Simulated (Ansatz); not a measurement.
Relaxed CdSe (zinc blende):

```
CdSe
1.0
    0.00000     3.09814     3.09814
    3.09814     0.00000     3.09814
    3.09814     3.09814     0.00000
Se Cd
1 1
Cartesian
  4.64720   4.64720   4.64720
  0.00000   0.00000   0.00000
```

Scan: atom 2 (Cd, nearest neighbour Se at 2.683 Å; its periodic images, 4.4 Å or more away, move with it) is displaced towards the nearest neighbour, direction (-0.577, -0.577, -0.577) in Cartesian axes, by s. The other atoms stay.

Level of theory: PBE (plane waves to 420 eV, PAW, scalar-relativistic; Ansatz, a first-principles code). k mesh 8×8×8 (Γ-centred), Fermi-Dirac smearing 0.05 eV. E stands for the smeared free energy. CdSe was relaxed with its symmetry unable to fall. ΔE is measured from the undisplaced structure.

```json
[
 {"s (Å)": "-0.540", "ΔE (meV/cell)": "286"},
 {"s (Å)": "-0.432", "ΔE (meV/cell)": "212"},
 {"s (Å)": "-0.324", "ΔE (meV/cell)": "138"},
 {"s (Å)": "-0.216", "ΔE (meV/cell)": "71"},
 {"s (Å)": "-0.108", "ΔE (meV/cell)": "20"},
 {"s (Å)": "0.000", "ΔE (meV/cell)": "0"},
 {"s (Å)": "0.108", "ΔE (meV/cell)": "28"},
 {"s (Å)": "0.216", "ΔE (meV/cell)": "withheld"},
 {"s (Å)": "0.324", "ΔE (meV/cell)": "341"},
 {"s (Å)": "0.432", "ΔE (meV/cell)": "717"},
 {"s (Å)": "0.540", "ΔE (meV/cell)": "1335"}
]
```

**Question.** Fit a polynomial form (powers 2, 3, 4) to the given rows and predict ΔE at s = 0.216.

**Answer.** Least squares on the 10 given rows: ΔE = (2000)·s² + (3278)·s³ + (2665)·s⁴, in meV/cell with s in Å; root-mean-square residual 8.0 meV/cell. At 0.216 the fit gives 132 meV/cell; the calculation gives 129 meV/cell, so the interpolation is off by 3 (+2.3 %). The quadratic term alone would give 93 meV/cell.

(For displaced atoms, the force is minus the slope of the energy, and its curvature is a force constant, which sets phonon frequencies.)
